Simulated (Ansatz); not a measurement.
The relaxed structure here is a generated cell of Zr3Si: the first start was made by placing the elements on the sites of a structure type, and the end was not matched to a known phase here, so it may be hypothetical.

The start is a generated cell, Zr3Si built in the AFLOW prototype A3B_hP4_191_bc_a (as in Li3N). The cell and all atomic positions are relaxed at zero pressure with r2SCAN (plane waves to 500 eV, PAW, scalar-relativistic; Ansatz, a quantum-chemistry and plane-wave program). First-step values are on the input's coarse k-mesh.

Ansatz input (later rounds restart from its end on a renewed k-mesh):
Ansatz 0.2 input:
```yaml
crystal:
  lattice:
    - [4.9040757, 0, 0]
    - [-2.4520378, 4.2470541, 0]
    - [0, 0, 5.1935524]
  atoms:
    - { symbol: Zr, position: [0, 0, 0.5] }
    - { symbol: Zr, position: [0.33333333, 0.66666667, 0] }
    - { symbol: Zr, position: [0.66666667, 0.33333333, 0] }
    - { symbol: Si, position: [0, 0, 0] }
basis: { ecutwfc: 500, ecutrho_ratio: 4, xc_grid: 4, fft_grid_basis: typed }
kpoints: { mp_grid: { grid: [6, 6, 5] } }
hamiltonian:
  xc: r2scan
  dispersion: none
  pseudopotentials: { kind: paw }
scf: { occupations: { method: fermi_dirac, width: 0.05 } }
relax: { f_tol: 0.01, max_steps: 100, cell: { stress_tol: 0.02 } }
output: { forces: true, stress: true }
```

```json
{
  "initial_pressure": "-7 GPa (negative: the cell is under tension)",
  "outcome": "The space group stays P6/mmm (No. 191) (the run could not lower it); the end is AFLOW prototype A3B_hP4_191_bc_a (as in Li3N), with 4 atoms in the primitive cell",
  "energy_released": "0.06 eV/atom",
  "band_gap_at_the_end": "zero (metallic)",
  "optimiser_moves": "7"
}
```

Final values are on a 11×11×9 k-mesh of the relaxed cell. No spin polarisation in the result.

The run could not lower the symmetry of its start; a shaken copy of this end point relaxes with r2SCAN to Cmcm (No. 63), 0.52 eV/atom lower.
